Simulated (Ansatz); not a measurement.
Relaxed-ion elastic tensor of SnSb (rock salt, Fm-3m) in GPa (Voigt order), PBEsol in the plane-wave PAW code Ansatz; density 7.09 g/cm³, 28.17 Å³ per atom.

```
 139  19.4  19.4   0.0   0.0   0.0
19.4   139  19.4   0.0   0.0   0.0
19.4  19.4   139   0.0   0.0   0.0
 0.0   0.0   0.0  14.6   0.0   0.0
 0.0   0.0   0.0   0.0  14.6   0.0
 0.0   0.0   0.0   0.0   0.0  14.6
```

Is the crystal mechanically stable?

Yes: the smallest eigenvalue of C is 14.6 GPa.

Work out the Voigt, Reuss and Hill averages.

K_V = 59.3, K_R = 59.3, K_H = 59.3; G_V = 32.7, G_R = 20.9, G_H = 26.8 GPa.

Give Young's modulus, Poisson's ratio, Pugh's ratio and the universal anisotropy index.

E = 9KG/(3K + G) = 70.0 GPa; ν = 0.30; K/G = 2.21 (ductile by the Pugh limit of 1.75); A_U = 5G_V/G_R + K_V/K_R − 6 = 2.82.

Estimate the sound speeds and the Debye temperature.

v_l = √((K + 4G/3)/ρ) = 3660 m/s, v_t = √(G/ρ) = 1950 m/s, mean 2170 m/s; Θ = (h/k)(3n/4πV)^(1/3) v_m = 213 K.

Give the Zener ratio and Young's modulus along [100], [110] and [111].

A = 2C44/(C11 − C12) = 0.24; 1/E = S11 − 2(S11 − S12 − S44/2)Γ with Γ = 0, 1/4, 1/3 gives 135, 49.1, 40.5 GPa.

The workflow started from an entry of the Crystallography Open Database (COD), which files this formula under 2 space groups. Whether it is the stable phase at ambient conditions was not checked. The PBEsol relaxation kept the symmetry of its start; whether a distortion lowers the energy is not shown. As this level gives no gap, shear constants depend on the k-mesh and smearing (Fermi–Dirac, 0.1 eV here). Scalar-relativistic: spin–orbit coupling is off unless named, which matters more the heavier the elements.

Potentials: the later of the program's two PAW sets.
